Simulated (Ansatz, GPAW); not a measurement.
This is a calculation of BiTe for GPAW 26.7.0 (ASE script). 

run.py

```python
from ase import Atoms
from ase.dft.bandgap import bandgap
from ase.io import write
from ase.units import GPa
from gpaw import GPAW, PW

atoms = Atoms(['Bi', 'Te'],
              cell=[[0.0, 3.235, 3.235],
                    [3.235, 0.0, 3.235],
                    [3.235, 3.235, 0.0]],
              scaled_positions=[[0.0, 0.0, 0.0],
                                [0.5, 0.5, 0.5]],
              pbc=True)

calc = GPAW(mode=PW(600),
            xc='RPBE',
            kpts={'size': (7, 7, 7), 'gamma': True},
            occupations={'name': 'methfessel-paxton', 'order': 0, 'width': 0.1},
            nbands=20,
            convergence={'density': 1e-05, 'energy': 1e-05},
            maxiter=150,
            txt='gpaw.txt')
atoms.calc = calc
energy = atoms.get_potential_energy()
forces = atoms.get_forces()
stress = atoms.get_stress()
calc.write('gs.gpw')
write('result.traj', atoms)
print(f'Energy: {energy:.6f} eV')
print('Forces (eV/A):')
print(forces.round(4))
print('Stress (GPa):', (stress / GPa).round(3))
print('Fermi level:', round(calc.get_fermi_level(), 4), 'eV')
print(f'Gap: {bandgap(calc)[0]:.4f} eV, direct: {bandgap(calc, direct=True)[0]:.4f} eV')
```

Potentials or basis: the program's PAW data sets (release 1.2.1) made for this functional, pw.

Run with:

```sh
$ OMP_NUM_THREADS=1 python run.py
```

Set up the same calculation for Ansatz 0.2.0. Potentials or basis there: all-electron LAPW, scalar-relativistic.

As run (cutoffs and basis follow the program's own potentials, and thresholds, step limits or extra output files can differ):

input.yaml

```yaml
crystal:
  lattice:
    - [0.0, 3.235, 3.235]
    - [3.235, 0.0, 3.235]
    - [3.235, 3.235, 0.0]
  atoms:
    - { symbol: Bi, position: [0.0, 0.0, 0.0] }
    - { symbol: Te, position: [0.5, 0.5, 0.5] }
kpoints:
  mp_grid: { grid: [7, 7, 7] }
scf:
  occupations: { method: gaussian, width: 0.1 }
hamiltonian:
  xc: rpbe
  pseudopotentials: { kind: all_electron, lapw: { basis_error: 0.001 } }
output:
  forces: true
  stress: true
  eigenvalues: true
```

Potentials or basis: all-electron LAPW, scalar-relativistic.

Run with:

```console
$ ansatz run input.yaml --threads 1 --pin off --max-ram 3072MiB --backend cpu --events-out ev --progress --plain --runs-dir out
```

Both were run:

|  | GPAW | Ansatz |
| --- | --- | --- |
| Pressure | 2.0 GPa | 2.3 GPa |

Where Ansatz's input types no cutoff or centring, it takes its own default and a Γ-centred mesh.

Pressure is positive in compression.
